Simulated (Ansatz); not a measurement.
**Li3Pb, first-principles data**

Li3Pb:
```xyz
4
Lattice="0.0000 3.3345 3.3345 3.3345 0.0000 3.3345 3.3345 3.3345 0.0000" Properties=species:S:1:pos:R:3 pbc="T T T"
Pb     0.0000     0.0000     0.0000
Li     3.3345     3.3345     3.3345
Li     1.6672     1.6672     1.6672
Li     5.0017     5.0017     5.0017
```

Space group Fm-3m (No. 225); conventional cell a = b = c = 6.669 Å, α = β = γ = 90.00°.

Method: plane-wave PAW r²SCAN (Ansatz code). The cell and atoms are relaxed at this level. Other levels are named where they apply.

Cell and energy:

```yaml
volume_per_atom: 18.54 Å³
density: 5.11 g/cm³
Formation energy from the elements (no fitted shifts): -0.38 eV/atom
```

Electronic structure:

```yaml
electronic_character: metallic (no gap)
Density of states at the Fermi level: 0.32 states/eV per atom (mean over ±0.08 eV)
Gap with spin–orbit coupling: none (metallic)
```

Mechanics:

```yaml
Bulk modulus (Birch–Murnaghan fit): 27.2 GPa
Pressure derivative B′: 3.9
```

Charges:

```yaml
bader_charges: Pb -2.54, Li +0.84 to +0.86 e
```

The workflow started from an entry of the Crystallography Open Database (COD). Whether it is the stable phase at ambient conditions was not checked. Symmetry was held in the r²SCAN relaxation; whether a distortion lowers the energy is not shown. The references are the lowest solids computed at this level, not always the standard phases. Scalar-relativistic: spin–orbit coupling is off unless named, which matters more the heavier the elements.

Potentials: the later of the program's two PAW sets.
